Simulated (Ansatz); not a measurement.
Values for one crystal, relaxed and computed with PBEsol (plane waves, PAW; program Ansatz); other levels are named.

| Quantity | Result |
|---|---|
| Volume per atom | 25.69 Å³ |
| Electronic character | metallic (no gap) |
| Highest zone-centre frequency | 252 cm⁻¹ |
| Pressure derivative B′ | 4.8 |
| Zone-centre stability | no imaginary mode at Γ |
| Density of states at the Fermi level | 0.04 states/eV per atom (mean over ±0.08 eV) |
| Bulk modulus (Birch–Murnaghan fit) | 58.1 GPa |

Task: Which of these materials gives this?
(A) NiGe, CsCl type
(B) SnSe, zinc blende
(C) SnC, CsCl type
(D) SnGe3, P-4m2 (Ge on 2g, Ge on 1a, Sn on 1c)

Result: D, SnGe3, P-4m2 (Ge on 2g, Ge on 1a, Sn on 1c)

The start of the workflow was typed in or built on a structure type; neither database checked (COD, Materials Project) lists it. Whether it is the stable phase at ambient conditions was not checked. The PBEsol relaxation kept the symmetry of its start. As this level gives no gap, phonon frequencies hold no LO–TO term and depend on the k-mesh and smearing (Fermi–Dirac, 0.1 eV here). Scalar-relativistic: spin–orbit coupling is off unless named, which matters more the heavier the elements.

Potentials: the earlier of the program's two PAW sets. The files were generated under PBE; for other functionals the program regenerates the frozen cores, and for LDA and PBEsol the local potential too.
